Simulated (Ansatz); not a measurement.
Consider the following.

MoS₂:
```cif
data_Mo4S8
_chemical_formula_sum 'Mo4 S8'
_space_group_name_H-M_alt 'I41/amd :1'
_space_group_IT_number 141
_space_group_name_Hall 'I 4bw 2bw -1bw'
_cell_length_a 4.77703
_cell_length_b 4.77703
_cell_length_c 9.19407
_cell_angle_alpha 90.000
_cell_angle_beta 90.000
_cell_angle_gamma 90.000
loop_
_atom_site_label
_atom_site_type_symbol
_atom_site_symmetry_multiplicity
_atom_site_Wyckoff_symbol
_atom_site_fract_x
_atom_site_fract_y
_atom_site_fract_z
_atom_site_occupancy
Mo1 Mo 4 b 0.00000 0.00000 0.50000 1
S1 S 8 e 0.00000 0.00000 0.23333 1
```
(The calculation used a cell of 6 atoms; values per cell refer to that cell.)

This is the PBE-relaxed structure.

All from plane-wave PAW PBE (Ansatz code), unless another level is named. Give the electronic character.

metallic (no gap).

Next, the density of states at the Fermi level?

0.67 states/eV per atom (mean over ±0.08 eV).

What about the formation energy from the elements (no fitted shifts)?

-0.33 eV/atom.

Space group I4_1/amd (anatase). A made-up cell: these elements were put on the sites of a structure type; neither database checked (COD, Materials Project) lists it. It is not the phase usual at ambient conditions (space group No. 160, 194). The cell was relaxed with PBE under the symmetry of its start; its stability against distortions is not shown here. The run is not spin-polarised. The references are the lowest solids computed at this level, not always the standard phases. Spin–orbit coupling is left out wherever it is not named.

Potentials: the later of the program's two PAW sets.
